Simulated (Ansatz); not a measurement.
Ta (bcc (W type), Im-3m) at seven volumes, LDA in the plane-wave PAW code Ansatz, scaled uniformly. One row is withheld.

| V (Å³/atom) | P (GPa) |
|---|---|
| 15.659 | 24.81 |
| 16.175 | 15.41 |
| 16.692 | ? |
| 17.208 | -0.01 |
| 17.724 | -6.17 |
| 18.240 | -11.44 |
| 18.756 | -15.99 |

Fit the shown pressures and predict the withheld one.

P = (3/2)B₀(x^(7/2) − x^(5/2))[1 + (3/4)(B′ − 4)(x − 1)] with x = (V₀/V)^(2/3). Least squares on the six rows gives V₀ = 17.208 Å³/atom, B₀ = 220 GPa, B′ = 3.85. At V = 16.692, x = 1.0205 and P = 7.10 GPa. The run itself gave 7.18 GPa.

The LDA relaxation kept the symmetry of its start. The run is not spin-polarised. Scalar-relativistic: spin–orbit coupling is off unless named, which matters more the heavier the elements.

Potentials: the later of the program's two PAW sets.
